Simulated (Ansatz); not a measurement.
A: GaAs (zinc blende), a = 5.6656 Å, b = 5.6656 Å, c = 5.6656 Å, α = 90.00°, β = 90.00°, γ = 90.00°
B: V (bcc, W type), a = 2.985 Å, b = 2.985 Å, c = 2.985 Å, α = 90.00°, β = 90.00°, γ = 90.00°
C: Na (bcc, W type), a = 4.2223 Å, b = 4.2223 Å, c = 4.2223 Å, α = 90.00°, β = 90.00°, γ = 90.00°
D: Li (bcc, W type), a = 3.4763 Å, b = 3.4763 Å, c = 3.4763 Å, α = 90.00°, β = 90.00°, γ = 90.00°

Scan: energy against volume (even scaling of the relaxed cell, symmetry kept). All come from one method, each on a k mesh of its own. All were relaxed with their symmetry unable to fall. The PAW data are Ansatz's earlier set. V is run without spin polarisation.

Task: Rank these by bulk modulus (fitted) (lowest first), as r2SCAN (plane waves to 500 eV, PAW, scalar-relativistic; Ansatz, a quantum-chemistry and plane-wave program) gives it.

Result: C (7.7 GPa), D (13.1 GPa), A (72.3 GPa), B (193 GPa)

(Under strain, the slope of the energy per volume gives the stress and its curvature an elastic modulus.)
